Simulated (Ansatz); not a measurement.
One starting cell of La (a generated cell, La built in the hcp structure type) was relaxed twice with Ansatz (plane waves, PAW, scalar-relativistic): with r2SCAN at 500 eV and with PBE at 420 eV. The r2SCAN result:

```cif
data_La2
_chemical_formula_sum 'La2'
_space_group_name_H-M_alt 'P63/mmc'
_space_group_IT_number 194
_space_group_name_Hall '-P 6c 2c'
_cell_length_a 3.81358
_cell_length_b 3.81358
_cell_length_c 6.03289
_cell_angle_alpha 90.000
_cell_angle_beta 90.000
_cell_angle_gamma 120.000
loop_
_atom_site_label
_atom_site_type_symbol
_atom_site_symmetry_multiplicity
_atom_site_Wyckoff_symbol
_atom_site_fract_x
_atom_site_fract_y
_atom_site_fract_z
_atom_site_occupancy
La1 La 2 c 0.33333 0.66667 0.25000 1
```

```tsv
quantity	r2SCAN	PBE
space group	P6₃/mmc	P6₃/mmc
volume (Å³/atom)	37.99	?
a (Å)	3.814	?
c (Å)	6.033	?
gap (eV, no spin-orbit coupling)	0.00	?
```

**Question.** Fill in the PBE column.

**Answer.** 
- volume (Å³/atom), PBE: 37.63
- a (Å), PBE: 3.769
- c (Å), PBE: 6.118
- gap (eV, no spin-orbit coupling), PBE: 0.00

Both levels end in the same structure; PBE's volume is 1.0 % smaller. Neither column is exact.

No spin polarisation in the result.

The run could not lose the symmetry of its start.

All atoms sit on sites fixed by symmetry, so only the cell could relax.

Ansatz is a program for electronic structure.
